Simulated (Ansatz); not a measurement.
In2Te3:
```xyz
5
Lattice="2.1181 1.2229 9.2747 -2.1181 1.2229 9.2747 0.0000 -2.4457 9.2747" Properties=species:S:1:pos:R:3 pbc="T T T"
In     0.0000     0.0000    16.6666
In     0.0000     0.0000    11.1576
Te     0.0000     0.0000     5.8850
Te     0.0000     0.0000    21.9392
Te     0.0000     0.0000     0.0000
```

Relaxed with LDA. Special points in fractions of this cell's reciprocal vectors: Γ (0.000, 0.000, 0.000); T (0.500, 0.500, 0.500); H2 (0.822, 0.178, 0.500); H0 (0.500, -0.178, 0.178); L (0.500, 0.000, 0.000); S0 (0.339, -0.339, 0.000); S2 (0.661, 0.000, 0.339); F (0.500, 0.000, 0.500).

Task: List the band energies nearest the Fermi level at these points for LDA in the plane-wave PAW code Ansatz.

Result: In eV from the Fermi level; about four levels below and three above (degenerate sets whole), none deeper than 8.9 eV; points with the same levels are listed once.

```json
[
 {"k": "Γ", "below": "-1.00 -1.00 -0.38 -0.38 -0.01", "above": "0.28 2.18 2.50"},
 {"k": "T", "below": "-0.88 -0.88 -0.51 -0.51", "above": "1.58 1.65 2.58"},
 {"k": "H2", "below": "-3.27 -2.62 -1.30 -0.65", "above": "0.65 1.67 3.85"},
 {"k": "L", "below": "-2.38 -1.26 -1.09 -0.31", "above": "1.88 2.77 3.48"},
 {"k": "S0", "below": "-3.46 -2.33 -1.60 -0.48", "above": "0.56 1.64 3.78"},
 {"k": "F", "below": "-1.37 -1.21 -0.84 -0.02", "above": "1.62 2.69 3.44"}
]
```

Space group R-3m. The first step of the workflow began from a Materials Project structure, measured or hypothetical; the Crystallography Open Database copy checked does not list it. COD files the formula under space group No. 216. Whether it is the stable phase at ambient conditions was not checked. The cell was relaxed with LDA under the symmetry of its start; its stability against distortions is not shown here. A crystal of weakly bound layers computed without a dispersion correction: the cell and the soft elastic constants depend strongly on that. Scalar-relativistic: spin–orbit coupling is off unless named, which matters more the heavier the elements.

Potentials: the later of the program's two PAW sets.
